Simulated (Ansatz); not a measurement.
Data sheet: SiGeC₂ (DFT)

SiGeC2:
```xyz
4
Lattice="3.1562 0.0000 0.0000 0.0000 3.1562 0.0000 0.0000 0.0000 4.4562" Properties=species:S:1:pos:R:3 pbc="T T T"
Si     0.0000     0.0000     0.0000
C      1.5781     0.0000     1.0529
Ge     1.5781     1.5781     2.2281
C      0.0000     1.5781     3.4033
```

Space group P-4m2 (No. 115); conventional cell a = b = 3.156 Å, c = 4.456 Å, α = β = γ = 90.00°.

Method: DFT-r²SCAN in the program Ansatz with PAW potentials. Structure relaxed to zero pressure with the same functional. Other levels are named where they apply.

**Cell and energy**

| Item | Result |
|---|---|
| Volume per atom | 11.10 Å³ |
| Density | 4.67 g/cm³ |
| Formation energy from the elements (no fitted shifts) | 0.041 eV/atom |

**Electronic structure**

| Quantity | Result |
|---|---|
| Band gap | 1.80 eV (indirect) |
| Valence-band maximum | at Γ |
| Conduction-band minimum | at M |
| Smallest direct gap on the standard path | 2.15 eV |
| Electron effective mass with spin–orbit coupling | 0.23, 0.34, 0.37 mₑ (principal values) |
| Hole effective mass, band 1 of 2 at the edge | 5.3 along x, 0.49 along z (mₑ) |
| Hole effective mass, band 2 of 2 at the edge | 0.19 along x, 0.49 along z (mₑ) |
| Hole effective mass with spin–orbit coupling | 0.36, 0.44, 0.50 mₑ (principal values) |
| HSE06 gap on the r²SCAN cell | 2.29 eV |
| Gap with spin–orbit coupling | 1.78 eV |

**Mechanics**

| Quantity | Value |
|---|---|
| Bulk modulus (Birch–Murnaghan fit) | 209 GPa |
| Pressure derivative B′ | 4.1 |
| Elastic constants (relaxed ions, GPa) | C11 = 484, C12 = 21.0, C13 = 125, C33 = 372, C44 = 227, C66 = 128 |
| Mechanical stability | stable (all eigenvalues of C positive) |
| Hill bulk and shear moduli | 209 and 180 GPa |
| Young's modulus | 420 GPa |
| Poisson's ratio | 0.16 |
| Debye temperature from the elastic constants | 913 K |
| Piezoelectric stress constants (proper, relaxed ions, C/m²) | e15 = -0.10, e24 = 0.10, e31 = -0.08, e32 = 0.08 |

**Charges**

| Quantity | Result |
|---|---|
| Bader charges | Si +2.86, C -2.19, Ge +1.52 e |

The start of the workflow was typed in or built on a structure type; neither database checked (COD, Materials Project) lists it. Its standing as an ambient phase is unchecked. Symmetry was held in the r²SCAN relaxation; its stability against distortions is not shown here. Signs of piezoelectric constants follow the polarity of the cell as given. The references are the lowest solids computed at this level, not always the standard phases. Scalar-relativistic: spin–orbit coupling is off unless named, which matters more the heavier the elements.

Potentials: the earlier of the program's two PAW sets. The files were generated under PBE; for other functionals the program regenerates the frozen cores, and for LDA and PBEsol the local potential too.
